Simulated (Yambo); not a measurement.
Yambo run on N (space group P2_13, No. 198). The wavefunctions come from this Quantum ESPRESSO step (LDA, PseudoDojo standard norm-conserving files, scalar-relativistic):

```
&CONTROL
  calculation = 'nscf'
  pseudo_dir = './pseudo'
  outdir = './out'
/
&SYSTEM
  ibrav = 0
  nat = 8
  ntyp = 1
  ecutwfc = 84.0
  ecutrho = 336.0
  occupations = 'fixed'
  force_symmorphic = .true.
  nbnd = 270
/
&ELECTRONS
  conv_thr = 8e-09
  diago_full_acc = .true.
  diago_thr_init = 1e-08
/
ATOMIC_SPECIES
N 14.0070 N.upf
CELL_PARAMETERS angstrom
  5.815100000000   0.000000000000   0.000000000000
  0.000000000000   5.815100000000   0.000000000000
  0.000000000000   0.000000000000   5.815100000000
ATOMIC_POSITIONS crystal
N   0.063900000000   0.063900000000   0.063900000000
N   0.436100000000   0.936100000000   0.563900000000
N   0.563900000000   0.436100000000   0.936100000000
N   0.936100000000   0.563900000000   0.436100000000
N   0.954140000000   0.954140000000   0.954140000000
N   0.545860000000   0.045860000000   0.454140000000
N   0.454140000000   0.545860000000   0.045860000000
N   0.045860000000   0.454140000000   0.545860000000
K_POINTS automatic
2 2 2 0 0 0
```

Yambo input:

```
rim_cut
gw0
dyson
el_el_corr
HF_and_locXC
ppa
em1d
RandQpts= 1000000
RandGvec= 1 Ry
EXXRLvcs= 84 Ry
VXCRLvcs= 336 Ry
Chimod= "HARTREE"
% BndsRnXp
 1 | 269 |
%
NGsBlkXp= 7 Ry
% LongDrXp
 1.0 | 1.0 | 1.0 |
%
PPAPntXp= 27.2114 eV
% GbndRnge
 1 | 269 |
%
GTermKind= "BG"
DysSolver= "n"
ExtendOut
% QPkrange
 1 | 1 | 20 | 21 |
 2 | 2 | 20 | 21 |
 3 | 3 | 20 | 21 |
 4 | 4 | 20 | 21 |
%
```

k points by index: 1 = Γ, 2 = X, 3 = M, 4 = R.

Table of the .qp output:

```
#    K-point    Band    Eo [eV]    E [eV]    E-Eo [eV]    Vxc [eV]    Vnlxc [eV]    Sc|Eo [eV]    Sc|E [eV]    dSc/dw|Eo [eV]    Re(Z)    Im(Z)
#
    1    20    -0.019216    -3.101104    -3.081889    -17.12819    -23.60763    2.817354    3.397549    -5.122628    0.841570    -0.964136E-3
    1    21    7.285043    10.76127    3.476230    -13.63931    -7.752585    -1.902086    -2.410500    -3.979709    0.872408    -0.784333E-3
    2    20    0.000000    -3.079869    -3.079869    -17.19044    -23.66809    2.817077    3.397785    -5.130516    0.841365    -0.963970E-3
    2    21    7.499513    11.09397    3.594458    -14.22090    -8.111635    -1.971134    -2.514802    -4.115698    0.868621    -0.805346E-3
    3    20    -0.134109    -3.234656    -3.100547    -16.97064    -23.40499    2.753974    3.333805    -5.088602    0.842457    -0.961735E-3
    3    21    7.804284    11.57031    3.766022    -15.00204    -8.578785    -2.061973    -2.657233    -4.300966    0.863514    -0.833385E-3
    4    20    -0.201007    -3.318827    -3.117820    -16.79693    -23.28655    2.790290    3.371801    -5.075079    0.842810    -0.965071E-3
    4    21    7.826962    11.61310    3.786137    -15.09040    -8.634973    -2.067944    -2.669287    -4.321835    0.862943    -0.837695E-3
```
(The two width columns are left out.) Convergence of these settings isn't established.

Geometry of the Materials Project entry, not relaxed at this level.
